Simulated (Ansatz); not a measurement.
Q: Each is relaxed and computed with plane-wave PAW r²SCAN (Ansatz code). Which is the only metal?
A. B6As, R-3m (B on 18h, B on 18h, As on 6c)
B. BAs, zinc blende
C. TaSiAs, P4/nmm (Ta on 2c, Si on 2a, As on 2c)
D. In2Si2O7, C2/m (Pearson symbol mS22)

A: C, TaSiAs, P4/nmm (Ta on 2c, Si on 2a, As on 2c). TaSiAs: metal; B6As: gap 2.88 eV (indirect); In2Si2O7: gap 3.63 eV (direct); BAs: gap 1.37 eV (indirect). Standing as an ambient phase not checked: TaSiAs, P4/nmm (Ta on 2c, Si on 2a, As on 2c); B6As, R-3m (B on 18h, B on 18h, As on 6c); In2Si2O7, C2/m (Pearson symbol mS22). All cells were relaxed under the symmetry of their starts (and spin orders); stability against distortions was not tested throughout. Rows with no word on spin ran without spin polarisation. Scalar-relativistic: spin–orbit coupling is off unless named, which matters more the heavier the elements.

Potentials: the later of the program's two PAW sets.
